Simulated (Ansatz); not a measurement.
SiO2:
```
CELL_PARAMETERS angstrom
      4.23574     0.00000     0.00000
      0.00000     4.23574     0.00000
      0.00000     0.00000     2.68997
ATOMIC_POSITIONS crystal
  Si 0.50000 0.50000 0.50000
  Si 0.00000 0.00000 0.00000
  O  0.69302 0.69302 0.00000
  O  0.30698 0.30698 0.00000
  O  0.80698 0.19302 0.50000
  O  0.19302 0.80698 0.50000
```

Relaxed with PBE. Special points in fractions of this cell's reciprocal vectors: Γ (0.000, 0.000, 0.000); X (0.000, 0.500, 0.000); M (0.500, 0.500, 0.000); Z (0.000, 0.000, 0.500); R (0.000, 0.500, 0.500); A (0.500, 0.500, 0.500).

Question: List the band energies nearest the valence-band maximum at these points for PBE in the plane-wave PAW code Ansatz.

Answer: In eV from the valence-band maximum; about four levels below and three above (degenerate sets whole), none deeper than 8.9 eV; points with the same levels are listed once.

| k | below | above |
|---|---|---|
| Γ | -2.50 -0.85 -0.85 0.00 | 5.05 6.64 8.32 8.32 |
| X | -2.60 -2.60 -1.04 -1.04 | 7.32 7.32 8.91 8.91 |
| M | -2.53 -2.53 -2.16 -2.16 | 7.04 7.04 9.80 9.80 |
| Z | -2.87 -2.87 -2.56 -2.56 | 8.66 8.66 12.21 12.21 |
| R | -2.20 -2.20 -1.67 -1.67 | 8.46 8.46 9.46 9.46 |
| A | -1.73 -1.73 -1.47 -1.47 | 6.85 6.85 10.70 10.70 |

Space group P4_2/mnm (rutile). This is a known high-pressure phase of the composition, computed here at zero pressure and temperature. The PBE relaxation kept the symmetry of its start; its stability against distortions is not shown here.

Potentials: the earlier of the program's two PAW sets.
